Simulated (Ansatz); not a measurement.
Ansatz input

```yaml
crystal:
  lattice:
    - [2.8294556228, 0.0, 0.0]
    - [-1.4147278114, 2.4503804482, 0.0]
    - [0.0, 0.0, 10.4087961945]
  atoms:
    - { symbol: Nb, position: [0.0, 1.0, 1.0] }
    - { symbol: Nb, position: [0.0, 1.0, 0.5] }
    - { symbol: Nb, position: [0.3333333333, 0.6666666667, 0.25] }
    - { symbol: Nb, position: [0.6666666667, 0.3333333333, 0.75] }
hamiltonian:
  xc: pbesol
  pseudopotentials:
    kind: paw
    azcp:
      Nb: "pseudopotentials/Nb.paw.azcp"
basis:
  ecutwfc: 420
  fft_grid_basis: typed
kpoints:
  mp_grid: { grid: [17, 17, 4], shift: [0, 0, 0] }
magnetization:
  spin_polarized: false
scf:
  occupations: { method: fermi_dirac, width: 0.1 }
```

Terminal output

```
Warning: the record states the generating functional pbe (its physics header spells it `PBE`), which answers neither for hamiltonian.xc's functional nor for the pbesol family's — results may be inconsistent (PPs are generated against a specific XC)
Engine: ansatz 0.2.0, x86_64-unknown-linux-gnu
Pseudopotentials: kind: paw
Pseudopotential: Nb, paw, valence charge 13, recommended cutoff 420 eV (normal) 
Functional definition: PBEsol
  exchange = pbesol_x
  correlation = pbesol_c
Crystal: 4 atoms, lattice volume = 72.167 Å³
Basis set: ecut = 420 eV, 1427 PW (Γ)
Bands: 32, of which v1, the nominal top of the filled ones, is band 26 counted from 1 (25 counted from 0)
Symmetry: 24 space group operations
Space group: P63/mmc (ITA 194), of the structure as read, at distance tolerance 4.2e-5 Å
k-points: 99 of 1156
Non-local potential: Nb, projectors of the file, l = 0: 3, l = 1: 2, l = 2: 2, l = 3: 1
PAW form: soft (Blöchl's): semilocal exchange-correlation on the pseudo side does not see the compensation charge
PAW frozen core: Nb, regenerated for the run's functional, and the local potential with it (the file was generated under x = pbe(κ = 0.804, μ = 0.2195149727645171), c = pbe(β = 0.06672455060314922))
PAW one-centre angular grid: Nb, 590 points (default); XC on 64 Gauss nodes
Initial density: superposition of atomic densities (neutral atoms: chi_scale 0, normalization atom), corrected by the library's trained network
Initial wavefunctions: pseudopotential atomic-orbital guess
Functional: x = pbesol(κ = 0.804, μ = 0.12345679012345678), c = pbesol(β = 0.046)
SCF iter   1: F=—  HF=-17980.686438 eV  |F-HF|=—  |Δ(HF+E_count)|=         —  Δρ=4.42e-3  dr2=1.70e-2  ethr=1.77e-3  ⟨swp⟩=5.4  Hψ=26344  notcnv=0  defer=40
automatic band count: the SCF goes on with 38 bands, as 32 were too few: the levels above may hold too much charge
SCF iter   2: F=—  HF=-17980.683668 eV  |F-HF|=—  |Δ(HF+E_count)|=   2.77e-3  Δρ=2.55e-3  dr2=5.24e-3  ethr=3.26e-5  ⟨swp⟩=1.0  Hψ=4563  notcnv=0  defer=69
SCF iter   3: F=—  HF=-17980.682906 eV  |F-HF|=—  |Δ(HF+E_count)|=   7.62e-4  Δρ=3.19e-4  dr2=6.39e-5  ethr=1.01e-5  ⟨swp⟩=1.0  Hψ=3601  notcnv=0  defer=69
SCF iter   4: F=—  HF=-17980.682890 eV  |F-HF|=—  |Δ(HF+E_count)|=   1.58e-5  Δρ=7.00e-5  dr2=2.80e-6  ethr=1.23e-7  ⟨swp⟩=2.4  Hψ=4814  notcnv=0  defer=69
iter 5 did not close the SCF: its close was put off for the readings that it lacked (scf_convergence_deferred on its scf_iter line)
SCF iter   5: F=-17980.682889 eV  HF=-17980.682889 eV  |F-HF|=4.35e-8  |Δ(HF+E_count)|=   4.93e-7  Δρ=1.21e-5  dr2=8.99e-8  ethr=5.38e-9  ⟨swp⟩=2.2  Hψ=4769  notcnv=0  defer=69
SCF iter   6: F=-17980.682889 eV  HF=-17980.682889 eV  |F-HF|=5.75e-10  |Δ(HF+E_count)|=   2.00e-8  Δρ=1.67e-6  dr2=1.86e-9  ethr=1.73e-10  ⟨swp⟩=1.0  Hψ=9188  notcnv=0
SCF 1 converged in 6 iterations: F = -17980.682889 eV  dr2 = 1.86e-9
SCF converged after 6 iterations
Free energy (F): -17980.682889 eV
Harris-Foulkes:  -17980.682889 eV  (|F-HF|=5.75e-10)
Internal energy: -17980.511701 eV  (E = F + TS)
E sigma→0 (E₀):  -17980.597295 eV
Entropy (-TS):   -0.171188 eV (-42.797 meV/atom)
Fermi energy:    17.948373 eV
--- Per-component energies (eV) ---
  E_band       = -274.741585
  E_kinetic    = 1582.569478
  E_local      = -2809.716788  (includes V_loc(G=0)·N_el)
  E_nonlocal   = 487.611409
  E_hartree    = 875.808772
  E_xc         = -698.270211
  E_vxc        = -850.474934  (∫ρ·V_xc dr)
  E_paw        = -12071.556727  (= ΣΔE_a)
  E_vpaw       = -436.347625  (= ΣTr[D̂ρ^β])
  E_aug_tail   = 0.000022  (compensation charges beyond the density's cutoff)
  E_ewald      = -5347.712492
  E_core_change = 0.754836  (= ΣΔE_core)
  E_smearing   = -0.171188  (= −TS)
  E_closure    = -0.000000  (closes the sum)
  Σ components = -17980.682889   (vs F -17980.682889, Δ=0.00e0)
```
